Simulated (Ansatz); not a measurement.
The relaxed structure here is a generated cell of Si2Ni: the first start was made by placing the elements on the sites of a structure type, and the end was not matched to a known phase here, so it may be hypothetical. Known forms of Si2Ni include space group No. 225.

A relaxed cell of Si₂Ni (Fd-3m (No. 227)), relaxed on a k-mesh at least as fine as the one used below. All values below come from r2SCAN (plane waves to 500 eV, PAW, scalar-relativistic; Ansatz, a first-principles code). Γ-centred k-mesh 2×4×4 on the run's cell (coarser than for final values), Fermi–Dirac smearing 0.05 eV.

```xyz
12
Lattice="0.0000 9.5476 9.5476 4.7738 0.0000 4.7738 4.7738 4.7738 0.0000" Properties=species:S:1:pos:R:3 pbc="T T T"
Si     1.1934     1.1934     1.1934
Si     1.1934     5.9672     5.9672
Si     1.1934     3.5803     3.5803
Si     1.1934     8.3541     8.3541
Si     3.5803     1.1934     3.5803
Si     3.5803     5.9672     8.3541
Si     3.5803     3.5803     1.1934
Si     3.5803     8.3541     5.9672
Ni     2.3869     2.3869     2.3869
Ni     2.3869     7.1607     7.1607
Ni     0.0000     0.0000     0.0000
Ni     0.0000     4.7738     4.7738
```

The atoms are displaced by (Å):

```tsv
atom	ux	uy	uz
Si1	-0.090	0.076	0.057
Si2	-0.075	-0.003	-0.006
Si3	-0.192	0.048	-0.055
Si4	0.045	-0.110	0.045
Si5	-0.027	0.103	0.025
Si6	-0.235	0.099	0.018
Si7	0.039	0.047	-0.108
Si8	0.004	0.017	-0.036
Ni9	0.038	-0.153	0.106
Ni10	0.032	0.026	-0.050
Ni11	0.016	-0.045	-0.115
Ni12	-0.127	0.044	0.144
```

Question: What forces (eV/Å) and pressure result?

Answer: 
```json
[
 {"atom": "Si1", "Fx": "-0.37", "Fy": "-1.29", "Fz": "-0.93"},
 {"atom": "Si2", "Fx": "1.10", "Fy": "1.09", "Fz": "1.01"},
 {"atom": "Si3", "Fx": "0.74", "Fy": "-0.45", "Fz": "0.20"},
 {"atom": "Si4", "Fx": "-0.12", "Fy": "0.43", "Fz": "-0.35"},
 {"atom": "Si5", "Fx": "3.17", "Fy": "-3.20", "Fz": "2.85"},
 {"atom": "Si6", "Fx": "2.38", "Fy": "-2.27", "Fz": "2.37"},
 {"atom": "Si7", "Fx": "-1.36", "Fy": "-1.56", "Fz": "1.53"},
 {"atom": "Si8", "Fx": "-1.40", "Fy": "-1.55", "Fz": "1.57"},
 {"atom": "Ni9", "Fx": "-3.38", "Fy": "5.55", "Fz": "-3.35"},
 {"atom": "Ni10", "Fx": "-1.94", "Fy": "0.23", "Fz": "-1.64"},
 {"atom": "Ni11", "Fx": "0.53", "Fy": "1.63", "Fz": "0.99"},
 {"atom": "Ni12", "Fx": "0.65", "Fy": "1.38", "Fz": "-4.27"}
]
```

Pressure +1.4 GPa.

Question: Estimate the energy cost of the displacement in the harmonic approximation and compare with the calculation.

Answer: For a harmonic well ΔE = −½ Σ F·u = 2.021 eV a cell, or 168 meV/atom. The calculated energy relative to the undisplaced cell is +0.169 eV/atom, so the harmonic estimate holds well.

No spin polarisation in the result: the starting moments vanished. A magnetic state may lie lower.

The run that gave the undisplaced cell could not lose the symmetry of its start: the end is stationary, and may be a saddle point rather than a minimum.
